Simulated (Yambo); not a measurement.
Absorption of KHgF$_{3}$ (space group Cmmm, No. 65, within 0.06 Å of Pm-3m) with and without the electron-hole interaction (Yambo, PBEsol bands; 4×4×4 mesh, 28 valence and 4 conduction bands, static screening with 118 bands and a 3 Ry block, scissor 2.52 eV, Tamm-Dancoff; field along x). Axes are Cartesian, with cell vectors (Å) (3.20, -3.21, 0.00), (3.20, 3.21, 0.00), (0.00, 0.00, 4.52).

| E (eV) | Im ε, BSE | Im ε, independent quasiparticles |
|---|---|---|
| 3.10 | 0.08 | 0.03 |
| 3.20 | 0.09 | 0.03 |
| 3.30 | 0.10 | 0.03 |
| 3.40 | 0.11 | 0.03 |
| 3.50 | 0.13 | 0.04 |
| 3.60 | 0.14 | 0.04 |
| 3.70 | 0.16 | 0.04 |
| 3.80 | 0.19 | 0.05 |
| 3.90 | 0.23 | 0.05 |
| 4.00 | 0.27 | 0.05 |
| 4.10 | 0.34 | 0.06 |
| 4.20 | 0.43 | 0.06 |
| 4.30 | 0.57 | 0.07 |
| 4.40 | 0.80 | 0.08 |
| 4.50 | 1.22 | 0.09 |
| 4.60 | 2.06 | 0.10 |
| 4.70 | 3.52 | 0.11 |
| 4.80 | 4.21 | 0.13 |
| 4.90 | 3.77 | 0.15 |
| 5.00 | 4.59 | 0.18 |
| 5.10 | 7.19 | 0.23 |
| 5.20 | 7.54 | 0.30 |
| 5.30 | 4.53 | 0.42 |
| 5.40 | 2.76 | 0.64 |
| 5.50 | 2.13 | 0.88 |
| 5.60 | 2.01 | 0.92 |
| 5.70 | 2.26 | 1.03 |
| 5.80 | 2.85 | 1.49 |
| 5.90 | 2.73 | 2.57 |
| 6.00 | 1.85 | 3.95 |
| 6.10 | 1.30 | 3.43 |
| 6.20 | 1.02 | 2.53 |
| 6.30 | 0.91 | 2.12 |
| 6.40 | 0.81 | 2.32 |
| 6.50 | 0.74 | 3.40 |
| 6.60 | 0.71 | 4.75 |
| 6.70 | 0.65 | 4.37 |
| 6.80 | 0.74 | 3.28 |
| 6.90 | 0.99 | 2.61 |
| 7.00 | 0.93 | 2.17 |
| 7.10 | 0.75 | 1.65 |
| 7.20 | 0.68 | 1.30 |
| 7.30 | 0.66 | 1.10 |
| 7.40 | 0.62 | 0.98 |
| 7.50 | 0.60 | 1.12 |
| 7.60 | 0.49 | 1.53 |
| 7.70 | 0.40 | 1.58 |
| 7.80 | 0.34 | 1.24 |
| 7.90 | 0.32 | 1.14 |
| 8.00 | 0.40 | 1.13 |
| 8.10 | 0.47 | 1.18 |
| 8.20 | 0.37 | 1.29 |
| 8.30 | 0.29 | 1.14 |
| 8.40 | 0.24 | 0.89 |
| 8.50 | 0.21 | 0.69 |
| 8.60 | 0.20 | 0.65 |
| 8.70 | 0.21 | 0.79 |
| 8.80 | 0.25 | 1.06 |
| 8.90 | 0.31 | 1.08 |
| 9.00 | 0.29 | 0.84 |
| 9.10 | 0.29 | 0.68 |

The scissor comes from a G0W0 run whose convergence isn't established. Broadening 0.15 eV. The band window holds all transitions up to 9.1 eV. Fine structure above the onset can come from the mesh.

Spin-orbit coupling is included.

Geometry of the Materials Project entry, not relaxed at this level; primitive cell a = b = 4.5326 Å, c = 4.5244 Å, α = β = 90.00°, γ = 90.11°.
